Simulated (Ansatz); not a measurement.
ZnInGaO₄:
```
ZnInGaO4
1.0
    1.65745     0.95693     8.58292
   -1.65745     0.95693     8.58292
    0.00000    -1.91385     8.58292
Zn In Ga O
1 1 1 4
Direct
  0.21869   0.21869   0.21869
  0.00294   0.00294   0.00294
  0.78714   0.78714   0.78714
  0.29509   0.29509   0.29509
  0.71124   0.71124   0.71124
  0.12117   0.12117   0.12117
  0.86373   0.86373   0.86373
```

PBEsol (plane waves, PAW; program Ansatz) gives a gap of 1.17 eV without spin–orbit coupling, maximum at Γ, minimum at Γ.

Question: What happens when spin–orbit coupling is switched on?

Answer: The gap drops by 0.02 eV, to 1.15 eV; maximum at Γ, minimum at Γ.

Question: Give the electron effective mass with spin–orbit coupling.

Answer: 0.18, 0.19, 0.19 mₑ (principal values).

Question: Give the hole effective mass with spin–orbit coupling.

Answer: 0.68 along x (mₑ).

Space group R3m. The PBEsol relaxation kept the symmetry of its start.

Potentials: the later of the program's two PAW sets.
